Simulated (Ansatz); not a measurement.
## HfO₂: from a starting cell to a relaxed one

The start is a generated trial cell of HfO2 in the AFLOW prototype AB2_hP12_194_f_ah (C14, as in MgZn2). The cell and all atomic positions are relaxed at zero pressure with PBE (plane waves to 420 eV, PAW, scalar-relativistic; Ansatz, a first-principles code). First-step values are on the input's coarse k-mesh.

Ansatz input (later rounds restart from its end on a renewed k-mesh):
Ansatz 0.2 input:
```yaml
crystal:
  lattice:
    - [4.5822564, 0, 0]
    - [-2.2911282, 3.9683504, 0]
    - [0, 0, 7.5151461]
  atoms:
    - { symbol: Hf, position: [0.33333333, 0.66666667, 0.06286] }
    - { symbol: Hf, position: [0.66666667, 0.33333333, 0.56286] }
    - { symbol: Hf, position: [0.66666667, 0.33333333, 0.93714] }
    - { symbol: Hf, position: [0.33333333, 0.66666667, 0.43714] }
    - { symbol: O, position: [0, 0, 0] }
    - { symbol: O, position: [0, 0, 0.5] }
    - { symbol: O, position: [0.830485, 0.169515, 0.25] }
    - { symbol: O, position: [0.66097, 0.830485, 0.75] }
    - { symbol: O, position: [0.830485, 0.66097, 0.25] }
    - { symbol: O, position: [0.169515, 0.830485, 0.75] }
    - { symbol: O, position: [0.33903, 0.169515, 0.25] }
    - { symbol: O, position: [0.169515, 0.33903, 0.75] }
basis: { ecutwfc: 420, ecutrho_ratio: 4, xc_grid: 2, fft_grid_basis: typed }
kpoints: { mp_grid: { grid: [5, 5, 3] } }
hamiltonian:
  xc: pbe
  dispersion: none
  pseudopotentials: { azcp: { folder: ./paw }, kind: paw }
scf: { occupations: { method: fermi_dirac, width: 0.05 } }
relax: { f_tol: 0.01, max_steps: 100, cell: { stress_tol: 0.02 } }
output: { forces: true, stress: true }
```

| Quantity | Value |
|---|---|
| Largest initial force | about 1.3 eV/Å, on O7, O8, O9, O10, O11, O12 (atoms numbered as listed) |
| Outcome | The space group stays P6₃/mmc (No. 194) (the run could not lower it), with 12 atoms in the primitive cell |
| Energy released | 1.60 eV/atom |
| Volume change | +60.8 %, from 11.39 to 18.32 Å³/atom |
| Band gap at the end | zero (the bands touch at this level, without spin-orbit coupling). The gap comes from the SCF mesh and the high-symmetry points alone |
| Optimiser moves | 31 |

Final values are on a 7×7×3 k-mesh of the relaxed cell. No spin polarisation in the result. The d or f electrons are treated with no Hubbard U.

The run could not lose the symmetry of its start, so the end can be a saddle point.

The relaxed structure here is a generated cell of HfO2: the first start was made by placing the elements on the sites of a structure type, and the end was not matched to a known phase here, so it may be hypothetical. Known forms of HfO2 include space group No. 14, 29, 137, 225.
